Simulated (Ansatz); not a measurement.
Ca (hcp (Mg type), P6_3/mmc) under volume change, LDA in the plane-wave PAW code Ansatz, shape and atoms relaxed at each volume.

```
V (Å³/atom)  E − E(relaxed) (meV/atom)  P (GPa)
-----------  -------------------------  -------
34.799                             [?]      [?]
35.946                             [?]      [?]
37.094                             2.2     0.63
38.241                             0.0     0.00
39.388                             2.0    -0.55
40.535                             7.8    -1.04
41.683                            16.8    -1.47
```

Some entries are withheld; supply them.


- 34.799, E − E(relaxed) (meV/atom): 21.5
- 34.799, P (GPa): 2.13
- 35.946, E − E(relaxed) (meV/atom): 9.2
- 35.946, P (GPa): 1.34

What does a third-order Birch–Murnaghan fit give for V₀, B₀ and B′?

V₀ = 38.24 Å³/atom, B₀ = 19.6 GPa, B′ = 3.1.

The workflow started from an entry of the Crystallography Open Database (COD, 723 K), which files this formula under 3 space groups. It is not the phase usual at ambient conditions (space group No. 225). The cell was relaxed with LDA under the symmetry of its start; whether a distortion lowers the energy is not shown.

Potentials: the earlier of the program's two PAW sets. The files were generated under PBE; for other functionals the program regenerates the frozen cores, and for LDA and PBEsol the local potential too.
